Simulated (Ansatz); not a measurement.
## TiCo: pressure against volume

TiCo, Pm-3m, a = 2.989 Å. The structure is a Materials Project entry; whether it is the stable form wasn't checked. Ansatz: r2SCAN, PAW, 500 eV, Γ-centred 14×14×14 mesh on 2 atoms, Gaussian smearing 0.10 eV; collinear spin, largest moment 1.4 μB. Symmetry fixes shape and atoms, so the cell is only scaled; pressure is positive in compression.

```
V (Å³/atom) P (GPa)
     12.545    11.49
     12.945     5.31
     13.346     0.02
     13.746    -4.47
     14.146        ?
```

Problem. Take V0 = 13.346 Å³/atom, count pressures from its P0 = 0.02 GPa, fit the third-order Birch–Murnaghan form to the other rows, and predict the missing pressure.

Solution. With the Eulerian strain f = ½[(V0/V)^(2/3) − 1] and y = (P − P0)/[3f(1 + 2f)^(5/2)], the form is the line y = B0 + 1.5 B0 (B0′ − 4) f. Rows (f, y): 0.02106, 163.8; 0.01027, 163.2; -0.00975, 161.3. Means f = 0.007193, y = 162.77; Σ(Δf)² = 0.0004888, ΣΔfΔy = 0.04051; the slope is their ratio. y = 162.2 + 82.88 f GPa, so B0 = 162.2 GPa and B0′ = 4 + 2 × (82.88)/(3 × 162.2) = 4.34. At V = 14.146, f = -0.01903, y = 160.62 and P = -8.30 GPa. The run gave -8.28 GPa, so the fit is 0.02 GPa too low, a small miss on the scale of the series. The form still works here, 33 % of the fitted range beyond its end.

The state reached may not be the lowest one.

Cost: 5 runs of about 1.7 core-minutes in all, on Intel Xeon 6975P-C (Granite Rapids) (shared hosts).